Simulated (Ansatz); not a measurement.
Ta₂Ni in space group I4/mcm (No. 140; Ta on 8h, Ni on 4a), DFT-r²SCAN in the program Ansatz with PAW potentials, all energies at zero smearing, with the estimated change up to a 700 eV cutoff added, with one set of potentials and settings (totals compare only within such a set). Cell of 6 atoms (4 Ta, 2 Ni): -51469.389 eV.

```json
[
 {"element": "Ta", "reference phase": "Im-3m, 1 atoms in the cell", "E (eV/atom)": "-9944.3222"},
 {"element": "Ni", "reference phase": "Fm-3m, 1 atoms in the cell, spin-polarised", "E (eV/atom)": "-5845.2912"}
]
```

Formation energy per atom, worked out: (-51469.389 − 4×(-9944.3222) − 2×(-5845.2912))/6 = -0.253 eV/atom (-24 kJ per mol of atoms), at 0 K, without zero-point energy or fitted corrections.

The workflow started from an entry of the Crystallography Open Database (COD). Whether it is the stable phase at ambient conditions was not checked. The cell was relaxed with r²SCAN under the symmetry of its start; whether a distortion lowers the energy is not shown. The workflow began spin-polarised and lost its moments. The references are the lowest solids computed at this level, not always the standard phases. Spin–orbit coupling is left out wherever it is not named.

Potentials: the later of the program's two PAW sets.
